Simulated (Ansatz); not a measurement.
Every step of a relaxation of fcc Ni (110), 6 layers

DFT, PBE, PAW with Ansatz's default frozen-core files, scalar-relativistic (Ansatz 0.2.0); a Γ-centred 15×10×1 k mesh, Fermi–Dirac smearing of 0.05 eV, spin-polarised from start moments Ni1 1, Ni2 1, Ni3 1, Ni4 1, Ni5 1, Ni6 1 μB. The run relaxes the atoms in the fixed cell.

Command: `ansatz run input.yaml --threads 3 --pin off --max-ram 9216MiB --backend cpu --events-out ev --progress --plain --runs-dir out` It took 2.9 min on 3 threads of Intel(R) Xeon(R) 6975P-C (Granite Rapids), with other jobs on the host, peak memory 1.2 GiB.

```yaml
crystal:
  lattice:
    - [2.4880369585, 0.0, 0.0]
    - [0.0, 3.5186156104, 0.0]
    - [0.0, 0.0, 22.2201]
  atoms:
    - { symbol: Ni, position: [0.25, 0.25, 0.3600345544], spin: 1.0 }
    - { symbol: Ni, position: [0.75, 0.75, 0.4160207326], spin: 1.0 }
    - { symbol: Ni, position: [0.25, 0.25, 0.4720069109], spin: 1.0 }
    - { symbol: Ni, position: [0.75, 0.75, 0.5279930891], spin: 1.0 }
    - { symbol: Ni, position: [0.25, 0.25, 0.5839792674], spin: 1.0 }
    - { symbol: Ni, position: [0.75, 0.75, 0.6399654456], spin: 1.0 }
magnetization:
  spin_polarized: true
kpoints:
  mp_grid: { grid: [15, 10, 1] }
scf:
  occupations: { method: fermi_dirac, width: 0.05 }
hamiltonian:
  xc: pbe
  pseudopotentials: { kind: paw }
output:
  forces: true
  stress: true
  eigenvalues: true
relax:
  f_tol: 0.01
  max_steps: 40
efield:
  axis: 3
  amplitude: 0
  dipole_correction: true
```

Each step lists its free energy a cell above the last geometry, and Cartesian positions (Å) with forces (eV/Å).

The first step:

```
step 1  dF = 82.91 meV
  Ni 0.6220 0.8797 8.0000   0.0000 0.0000 0.6602
  Ni 1.8660 2.6390 9.2440   0.0000 0.0000 -0.4153
  Ni 0.6220 0.8797 10.4880   0.0000 0.0000 -0.2810
  Ni 1.8660 2.6390 11.7321   0.0000 0.0000 0.2813
  Ni 0.6220 0.8797 12.9761   0.0000 0.0000 0.4154
  Ni 1.8660 2.6390 14.2201   0.0000 0.0000 -0.6605
```

Other magnetic orders may lie lower.

Q: Where does the relaxation end, and by which steps?

A: After 5 geometries, with a shortest distance of 2.382 Å and a cell moment of 4.11 μB. The further steps:
```
step 2  dF = 32.43 meV
  Ni 0.6220 0.8797 8.0443   0.0000 0.0000 0.4270
  Ni 1.8660 2.6390 9.2414   0.0000 0.0000 -0.2906
  Ni 0.6220 0.8797 10.4878   0.0000 0.0000 -0.1932
  Ni 1.8660 2.6390 11.7323   0.0000 0.0000 0.1931
  Ni 0.6220 0.8797 12.9787   0.0000 0.0000 0.2906
  Ni 1.8660 2.6390 14.1757   0.0000 0.0000 -0.4270
step 3  dF = 0.81 meV
  Ni 0.6220 0.8797 8.1123   0.0000 0.0000 -0.0652
  Ni 1.8660 2.6390 9.2238   0.0000 0.0000 0.0082
  Ni 0.6220 0.8797 10.4823   0.0000 0.0000 0.0755
  Ni 1.8660 2.6390 11.7377   0.0000 0.0000 -0.0752
  Ni 0.6220 0.8797 12.9963   0.0000 0.0000 -0.0082
  Ni 1.8660 2.6390 14.1078   0.0000 0.0000 0.0649
step 4  dF = 3.33 meV  (not accepted)
  Ni 0.6220 0.8797 8.0943   0.0000 0.0000 0.0961
  Ni 1.8660 2.6390 9.2170   0.0000 0.0000 0.0029
  Ni 0.6220 0.8797 10.4995   0.0000 0.0000 -0.1784
  Ni 1.8660 2.6390 11.7207   0.0000 0.0000 0.1774
  Ni 0.6220 0.8797 13.0031   0.0000 0.0000 -0.0026
  Ni 1.8660 2.6390 14.1257   0.0000 0.0000 -0.0954
step 5  dF = 0.00 meV
  Ni 0.6220 0.8797 8.1045   0.0000 0.0000 -0.0007
  Ni 1.8660 2.6390 9.2219   0.0000 0.0000 0.0008
  Ni 0.6220 0.8797 10.4864   0.0000 0.0000 0.0009
  Ni 1.8660 2.6390 11.7337   0.0000 0.0000 -0.0010
  Ni 0.6220 0.8797 12.9982   0.0000 0.0000 -0.0007
  Ni 1.8660 2.6390 14.1156   0.0000 0.0000 0.0008
```
